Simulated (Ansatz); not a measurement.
Zone-centre phonons of PbS2 at 0.4 GPa: input and output

All numbers below come from Ansatz, DFT LDA, scalar-relativistic, plane waves, PAW.

Launched with:
```bash
ansatz run input.yaml --threads 1 --pin off --max-ram 1228MiB --backend cpu --events-out ev --progress --plain --runs-dir out
```

Input (bare energies are in eV):
```yaml
crystal:
  lattice:
    - [0.0, 3.2933, 3.2933]
    - [3.2933, 0.0, 3.2933]
    - [3.2933, 3.2933, 0.0]
  atoms:
    - { symbol: Pb, position: [0.0, 0.0, 0.0] }
    - { symbol: S, position: [0.25, 0.25, 0.25] }
    - { symbol: S, position: [0.75, 0.75, 0.75] }
basis:
  ecutwfc: 420
kpoints:
  mp_grid: { grid: [12, 12, 12] }
hamiltonian:
  xc: lda
scf:
  occupations: { method: fermi_dirac, width: 0.15 }
output:
  eigenvalues: true
phonons:
  method: dfpt
  eigenvectors: true
```

The end of the output:
```
--- Phonons (Γ-DFPT): 2 representative perturbations + reference, on 163 of 1728 k-points (Σ response iterations 6) ---
  k mesh reduced under 8 symmetry operations, with k and −k counted as one. Each operation leaves every solved displacement unchanged or reverses it
  ASR residual: 1.937e-5 → 0.000e0 eV/Å²; symmetrization residual: 5.329e-6 eV/Å²
  ASR residual per site (eV/Å²): 1.94e-5 8.04e-6 8.04e-6
  Γ frequencies (cm⁻¹): 0.00 0.00 0.00 125.12 125.12 125.12 140.83 140.83 140.83
  non-analytic LO–TO correction: not included (Born effective charges unavailable; polar crystals: no LO–TO splitting at Γ)
```

The cell is the ideal cubic fluorite prototype; whether it is the stable structure of this composition wasn't checked. In a metal, frequencies and elastic constants depend on the k mesh and the smearing, soft modes and shear constants most. Spin–orbit coupling is left out, which matters for heavy elements. A semilocal functional can close a gap that the real compound has.